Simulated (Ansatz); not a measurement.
The relaxed structure here is a generated cell of NaYCl4: the first start was made by placing the elements on the sites of a structure type, and the end was not matched to a known phase here, so it may be hypothetical.

The end point of a relaxation of NaYCl₄. Space group I-4m2 (No. 119). Method: r2SCAN (plane waves to 500 eV, PAW, scalar-relativistic; Ansatz, a quantum-chemistry and plane-wave program).

```cif
data_Cl4NaY
_chemical_formula_sum 'Na1 Cl4 Y1'
_space_group_name_H-M_alt 'P 1'
_space_group_IT_number 1
_cell_length_a 7.33438
_cell_length_b 7.33438
_cell_length_c 7.33438
_cell_angle_alpha 137.218
_cell_angle_beta 137.218
_cell_angle_gamma 62.103
loop_
_space_group_symop_operation_xyz
  'x, y, z'
loop_
_atom_site_label
_atom_site_type_symbol
_atom_site_fract_x
_atom_site_fract_y
_atom_site_fract_z
_atom_site_occupancy
Na1 Na 0.50000 0.50000 0.00000 1
Cl1 Cl 0.95543 0.45543 0.50000 1
Cl2 Cl 0.54457 0.04457 0.50000 1
Cl3 Cl 0.73490 0.73490 0.00000 1
Cl4 Cl 0.26510 0.26510 0.00000 1
Y1 Y 0.75000 0.25000 0.50000 1
```

Q: Give the band gap at the level r2SCAN.

A: 4.35 eV, indirect (valence top at X, conduction bottom at Γ) (no spin-orbit coupling).

Q: Estimate the smallest direct gap that r2SCAN returns for this input.

A: 4.57 eV at Γ.

No spin polarisation in the result.

It was reached from a disturbed copy of a I-4 (No. 82) cell, against which it lies -0.141 eV/atom.
